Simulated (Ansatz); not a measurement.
Equation of state of RbLuO$_{2}$ from a dense series

```xyz
4
Lattice="1.7000 0.9815 6.3833 -1.7000 0.9815 6.3833 0.0000 -1.9630 6.3833" Properties=species:S:1:pos:R:3 pbc="T T T"
Rb    0.0000    0.0000    0.0000
Lu    0.0000    0.0000    9.5750
O     0.0000    0.0000    4.2704
O     0.0000    0.0000   14.8795
```

Atoms are numbered in the order listed.

The cell is COD entry 1528053, as deposited and not checked against the literature; nothing was relaxed.

No spin–orbit coupling, which matters for the heavy atoms here.

The calculation used DFT, PBEsol, all-electron LAPW, scalar-relativistic (Ansatz 0.2.0).

Numerical set-up: a Γ-centred 10×10×10 k mesh, Fermi–Dirac smearing of 0.03 eV, basis error target 1 meV/atom, no spin polarisation.

The cell is scaled evenly. Fractional coordinates are held (clamped ions).

| V (Å³/atom) | P (GPa) |
| --- | --- |
| 15.337 | 5.95 |
| 15.657 | 3.33 |
| 15.817 | 2.13 |
| 15.976 | 0.99 |
| 16.136 | -0.10 |
| 16.296 | -1.12 |
| 16.615 | -3.02 |
| 16.935 | -4.72 |

Question: Fit a third-order Birch–Murnaghan curve to the pressures.

Answer: P = (3B0/2)(y^(7/2) − y^(5/2))[1 + (3/4)(B0′ − 4)(y − 1)] with y = (V0/V)^(2/3) fits within 0.01 GPa for V0 = 16.121 Å³/atom, B0 = 106.9 GPa and B0′ = 4.40.

Question: Predict the pressure at the withheld volume, 15.018 Å³/atom.

Answer: There y = 1.0484, so the fit gives 8.86 GPa; the run gave 8.86 GPa.
